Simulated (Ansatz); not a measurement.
Nb2C:
```yaml
crystal:
  lattice:
    - [10.86815, 0.00000, 0.00000]
    - [0.00000, 3.07338, 0.00000]
    - [0.00000, 0.00000, 4.94816]
  atoms:
    - { symbol: Nb, position: [0.29609, 0.75000, 0.73620] }
    - { symbol: Nb, position: [0.70391, 0.25000, 0.26380] }
    - { symbol: Nb, position: [0.20391, 0.25000, 0.23620] }
    - { symbol: Nb, position: [0.79609, 0.75000, 0.76380] }
    - { symbol: Nb, position: [0.54512, 0.25000, 0.75416] }
    - { symbol: Nb, position: [0.45488, 0.75000, 0.24584] }
    - { symbol: Nb, position: [0.95488, 0.75000, 0.25416] }
    - { symbol: Nb, position: [0.04512, 0.25000, 0.74584] }
    - { symbol: C, position: [0.37522, 0.25000, 0.99153] }
    - { symbol: C, position: [0.62478, 0.75000, 0.00847] }
    - { symbol: C, position: [0.12478, 0.75000, 0.49153] }
    - { symbol: C, position: [0.87522, 0.25000, 0.50847] }
```

Relaxed with PBEsol. Special points in fractions of this cell's reciprocal vectors: Γ (0.000, 0.000, 0.000); X (0.500, 0.000, 0.000); S (0.500, 0.500, 0.000); Y (0.000, 0.500, 0.000); Z (0.000, 0.000, 0.500); U (0.500, 0.000, 0.500); R (0.500, 0.500, 0.500); T (0.000, 0.500, 0.500).

Q: List the band energies nearest the Fermi level at these points for DFT-PBEsol in the program Ansatz with PAW potentials.

A: In eV from the Fermi level; about four levels below and three above (degenerate sets whole), none deeper than 8.9 eV; points with the same levels are listed once.

| k | below | above |
|---|---|---|
| Γ | -0.41 -0.13 -0.10 -0.05 | 0.46 0.50 0.54 |
| X | -0.61 -0.61 -0.37 -0.37 | 0.05 0.05 0.77 0.77 |
| S | -0.52 -0.52 -0.52 -0.52 | 2.66 2.66 2.66 2.66 |
| Y | -0.81 -0.81 -0.37 -0.37 | 2.52 2.52 2.64 2.64 |
| Z | -0.62 -0.62 -0.29 -0.29 | 0.44 0.44 1.30 1.30 |
| U | -0.41 -0.41 -0.39 -0.39 | 0.39 0.39 1.32 1.32 |
| R | -0.24 -0.24 -0.24 -0.24 | 1.01 1.01 1.01 1.01 |
| T | -0.50 -0.50 -0.03 -0.03 | 0.81 0.81 2.58 2.58 |

Space group Pnma. The first step of the workflow began from a Materials Project structure, measured or hypothetical; the Crystallography Open Database copy checked does not list it. Its standing as an ambient phase is unchecked. Symmetry was held in the PBEsol relaxation; of distortions, only those at the zone centre were tested. No spin polarisation was allowed. Spin–orbit coupling is left out wherever it is not named.

Potentials: the later of the program's two PAW sets.
